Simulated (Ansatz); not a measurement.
## What is wrong with this input? (Ti5Si)

Someone meant to compute Ti5Si with PBE, plane waves and PAW in Ansatz and wrote this input. Its settings were carried over from an input for a code that works in rydberg.

```yaml
crystal:
  lattice:
    - [2.5228393509, 1.4565619783, 4.4409048145]
    - [-2.5228393509, 1.4565619783, 4.4409048145]
    - [0.0, -2.9131239567, 4.4409048145]
  atoms:
    - { symbol: Ti, position: [0.15143967, 0.15143967, 0.15143967] }
    - { symbol: Ti, position: [0.60535, 0.39465, 0.0] }
    - { symbol: Ti, position: [0.0, 0.60535, 0.39465] }
    - { symbol: Ti, position: [0.84856033, 0.84856033, 0.84856033] }
    - { symbol: Ti, position: [0.39465, 0.0, 0.60535] }
    - { symbol: Si, position: [0.5, 0.5, 0.5] }
basis:
  ecutwfc: 50
kpoints:
  mp_grid: { grid: [12, 12, 12] }
hamiltonian:
  xc: pbe
scf:
  occupations: { method: gaussian, width: 0.1 }
  max_iter: 83
output:
  forces: true
  stress: true
  eigenvalues: true
```

Command:

```bash
ansatz run input.yaml --threads 1 --pin off --max-ram 2560MiB --backend cpu --events-out ev --progress --plain --runs-dir out
```

Output, shortened (HF is the Harris–Foulkes energy, dr2 the density residual in eV):

```text
Warning: basis.ecutwfc = 50 eV is below the records' recommended 420 eV, and the density's cutoff is lower with it unless basis.ecutrho_ratio is high enough to keep the records' density cutoff: compare with a run at a higher cutoff
Pseudopotential: Ti, paw, valence charge 12, recommended cutoff 420 eV (normal)
Pseudopotential: Si, paw, valence charge 4, recommended cutoff 420 eV (normal)
Crystal: 6 atoms, lattice volume = 97.913 Å³
Basis set: ecut = 50 eV, 71 PW (Γ), exchange–correlation on 30×30×30 points (8 copies of the dense FFT grid, shifted against one another)
Bands: 39, of which v1, the nominal top of the filled ones, is band 32 counted from 1 (31 counted from 0)
Symmetry: 6 space group operations
Space group: R32 (ITA 155), of the structure as read, at distance tolerance 4.6e-5 Å
k-points: 189 of 1728 (time reversal used)
Initial density: superposition of atomic densities, corrected by the library's trained network
SCF iter   1: HF=-12323.136558 eV  Δρ=9.52e-1  dr2=8.12e2
SCF iter   2: HF=-11967.014618 eV  Δρ=6.36e-1  dr2=3.84e2
SCF iter   3: HF=-11657.793336 eV  Δρ=8.95e-2  dr2=8.89e0
SCF iter   4: HF=-11654.037522 eV  Δρ=1.54e-2  dr2=1.21e-1
   ...
SCF iter   9: HF=-11654.004823 eV  Δρ=6.89e-5  dr2=1.23e-5
SCF iter  10: HF=-11654.004819 eV  Δρ=1.57e-5  dr2=6.53e-7
SCF iter  11: F=-11654.004819 eV  HF=-11654.004819 eV  Δρ=3.52e-6  dr2=3.19e-8
SCF 1 converged in 11 iterations: F = -11654.004819 eV  dr2 = 3.19e-8
SCF converged after 11 iterations
Free energy (F): -11654.004819 eV
E sigma→0 (E₀):  -11653.993189 eV
Entropy (-TS):   -0.023260 eV (-3.877 meV/atom)
Fermi energy:    22.691972 eV
--- Forces (eV/Å), atoms counted from 1 ---
  atom   1  Ti    -0.00000000    -0.00000000     4.96382199
  atom   2  Ti    -2.30741137     0.00000000     0.00000000
  atom   3  Ti     1.15370568    -1.99827686    -0.00000000
  atom   4  Ti    -0.00000000     0.00000000    -4.96382199
  atom   5  Ti     1.15370568     1.99827686     0.00000000
  atom   6  Si     0.00000000     0.00000000    -0.00000000
--- Stress (GPa, compression-positive) ---
    -2048.446071       0.000000       0.000000
        0.000000   -2048.446071      -0.000000
        0.000000      -0.000000   -2041.396966
  P = ⅓ Tr σ = -2046.0964 GPa (-20460.964 kbar)
```

**Question.** The run converged, but its numbers aren't those of the intended crystal and state. Why?

**Answer.** The fault is a cutoff meant in rydberg typed as eV. A bare number is read in eV; 1 Ry is 13.606 eV. The cure is a cutoff in eV, here the recommended one.

The change to the input (which also takes the iteration limit of the reference run):

```diff
 basis:
-  ecutwfc: 50
+  ecutwfc: 420
 scf:
-  max_iter: 83
```

Result of the mended run: a largest force of 0.027 eV/Å, no gap. The faulty run's energy lay 247 eV per atom higher.

Time of the mended run: 74 s on 1 thread of Intel(R) Xeon(R) Platinum 8259CL CPU @ 2.50GHz (Skylake/Cascade Lake), on a shared host, peak memory 0.79 GiB.